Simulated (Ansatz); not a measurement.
A: GaN (wurtzite), a = b = 3.218 Å, c = 5.243 Å, α = β = 90.00°, γ = 120.00°
B: Ru (hcp, Mg type), a = 2.722 Å, b = 2.722 Å, c = 4.291 Å, α = 90.00°, β = 90.00°, γ = 120.00°
C: CrCuO₂ (delafossite type, space group R-3m), a = b = 3.0127 Å, c = 17.1117 Å, α = β = 90.00°, γ = 120.00°

Scan: energy over volume and axial ratio (atoms clamped). All come from one method, each on a k mesh of its own. All were relaxed with their symmetry unable to fall. CrCuO2 is run spin-polarised and with no Hubbard U. Relaxed CrCuO2 ends ferromagnetic. Ru is run without spin polarisation. Other magnetic orders were not checked, so this need not be the ground state. (This holds for the magnetic or f-shell members.)

Q: Order them by modulus against c/a change at fixed volume, (3/4V)·∂²E/∂(ln c/a)² (fitted) (highest first) at the level PBE (plane waves to 420 eV, PAW, scalar-relativistic; Ansatz, a quantum-chemistry and plane-wave program).

A: B (223 GPa), A (174 GPa), C (135 GPa)

(A scan under strain: stresses follow from slopes of the energy per volume, elastic moduli from its curvatures.)
